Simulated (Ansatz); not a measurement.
This AlIn₃As₄ structure is the end of a relaxation. The cell was found from a structure generator's guess, not taken from experiment.

All numbers below come from DFT PBE, scalar-relativistic, plane waves, PAW in Ansatz 0.2.0. Cutoff 420 eV, Γ-centred mesh, Gaussian smearing, no spin polarisation.

```cif
data_structure
_symmetry_space_group_name_H-M 'P 1'
_symmetry_Int_Tables_number 1
_cell_length_a 7.4233
_cell_length_b 7.4233
_cell_length_c 7.4233
_cell_angle_alpha 131.782
_cell_angle_beta 131.782
_cell_angle_gamma 70.574
_cell_volume 222.85
loop_
_atom_site_label
_atom_site_type_symbol
_atom_site_fract_x
_atom_site_fract_y
_atom_site_fract_z
_atom_site_occupancy
Al1 Al 0.00000 0.00000 0.00000 1
In1 In 0.25000 0.75000 0.50000 1
In2 In 0.50000 0.50000 0.00000 1
In3 In 0.75000 0.25000 0.50000 1
As1 As 0.11715 0.11715 0.47344 1
As2 As 0.35629 0.88285 0.00000 1
As3 As 0.64371 0.64371 0.52656 1
As4 As 0.88285 0.35629 0.00000 1
```

Energies over the elements count from the elements' standard structures at the same level, with no fitted energy shifts.

**Question.** Find its symmetry and describe it.

**Answer.** I-42m (No. 121), with Al and In ordered on zinc blende sites. Conventional cell: a = 6.064 Å, c = 12.119 Å. Al is surrounded by 4 As at 2.49 Å; around In on a site of symmetry -4 lie 4 As at 2.67 Å; around In on a site of symmetry -42m lie 4 As at 2.68 Å; As is surrounded by 1 Al at 2.49 Å and 3 In at 2.67–2.68 Å.

**Question.** What is its formation energy per atom?

**Answer.** −0.30 eV/atom. A negative formation energy is needed for stability but isn't enough: competing phases decide.

**Question.** Is it a metal?

**Answer.** There is no gap on the 10×10×10 mesh, but valence and conduction bands meet within 0.015 eV, so at this level it has a zero gap rather than a metal's Fermi surface.

The last run used a 10×10×10 mesh for its 8-atom cell and Gaussian smearing of 0.10 eV. The zero gap may come from the functional, which often closes small gaps. The reference form of As is held partly by dispersion forces, which this level lacks. A structure relaxed within its symmetry needn't be a true minimum.
